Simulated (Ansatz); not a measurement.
Values for one crystal, relaxed and computed with DFT-PBEsol in the program Ansatz with PAW potentials; other levels are named.

* **Volume per atom**: 15.83 Å³
* **Electronic character**: metallic (no gap)
* **Formation energy from the elements (no fitted shifts)**: -0.26 eV/atom
* **Density of states at the Fermi level**: 1.1 states/eV per atom (mean over ±0.08 eV)

Task: Which of these materials gives this?
(A) TiFe, CsCl type
(B) GaBi, rock salt
(C) GaNi, CsCl type
(D) TiGa2, Fddd (Ga on 16f, Ti on 8b)

Result: D, TiGa2, Fddd (Ga on 16f, Ti on 8b)

The start of the workflow was typed in or built on a structure type; neither database checked (COD, Materials Project) lists it. Its standing as an ambient phase is unchecked. Symmetry was held in the PBEsol relaxation; whether a distortion lowers the energy is not shown. The run is not spin-polarised. The references are the lowest solids computed at this level, not always the standard phases. Spin–orbit coupling is left out wherever it is not named.

Potentials: the later of the program's two PAW sets.
